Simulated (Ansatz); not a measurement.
## Computed energy over volume and axial ratio: CsBr (CsCl type)

CsBr (CsCl type)

```yaml
crystal:
  lattice:
    - [4.32348, 0.00000, 0.00000]
    - [0.00000, 4.32348, 0.00000]
    - [0.00000, 0.00000, 4.32348]
  atoms:
    - { symbol: Cs, position: [0.00000, 0.00000, 0.00000] }
    - { symbol: Br, position: [0.50000, 0.50000, 0.50000] }
```

The relaxed cell is deformed in two ways at once: its volume V is scaled, and at that volume it is stretched along z (the c axis of the conventional cell) so that c/a changes. Fractional atomic positions are held.

These are r2SCAN (plane waves to 500 eV, PAW, scalar-relativistic; Ansatz, a first-principles code) values and carry that method's errors. k mesh 8×8×8 (Γ-centred), Fermi-Dirac smearing 0.05 eV. The energy includes the smearing's −TS. Compression counts positive. CsBr was relaxed with its symmetry unable to fall. The zero of ΔE is the relaxed starting cell.

ΔE (eV/atom), with V/V₀ across and (c/a)/(c/a)₀ down:

```
(c/a)/(c/a)₀ \ V/V₀   0.960   0.973   0.987   1.000   1.013   1.027   1.040
-------------------  ------  ------  ------  ------  ------  ------  ------
0.920                0.0169  0.0150  0.0139  0.0136  0.0139  0.0149  0.0165
0.947                0.0092  0.0072  0.0061  0.0058  0.0061  0.0071  0.0087
0.973                0.0048  0.0029  0.0018  0.0014  0.0017  0.0027  0.0043
1.000                0.0034  0.0015  0.0004  0.0000  0.0003  0.0013  0.0028
1.027                0.0047  0.0028  0.0017  0.0013  0.0016  0.0026  0.0042
1.053                0.0084  0.0065  0.0054  0.0051  0.0055  0.0064  0.0080
1.080                0.0145  0.0126  0.0115  0.0112  0.0116  0.0126  0.0142
```

σxx (GPa), with V/V₀ across and (c/a)/(c/a)₀ down:

```tsv
(c/a)/(c/a)₀ \ V/V₀	0.960	0.973	0.987	1.000	1.013	1.027	1.040
0.920	0.01	-0.23	-0.46	-0.66	-0.85	-1.02	-1.18
0.947	0.26	0.01	-0.22	-0.42	-0.62	-0.79	-0.96
0.973	0.49	0.24	0.01	-0.20	-0.40	-0.58	-0.74
1.000	0.70	0.45	0.22	0.00	-0.19	-0.38	-0.54
1.027	0.90	0.65	0.41	0.20	0.00	-0.18	-0.35
1.053	1.09	0.84	0.60	0.39	0.19	0.00	-0.17
1.080	1.28	1.02	0.79	0.57	0.37	0.18	0.01
```

Read from the data:

The shear modulus C′ = (C11 − C12)/2 (fit, atoms clamped) comes out as 11.3 GPa. Lowest place on the grid: V/V₀ = 1.000, (c/a)/(c/a)₀ = 1.000 (0.0 meV/atom). Highest place on the grid: V/V₀ = 0.960, (c/a)/(c/a)₀ = 0.920 (16.9 meV/atom).

(A scan under strain: stresses follow from slopes of the energy per volume, elastic moduli from its curvatures.)
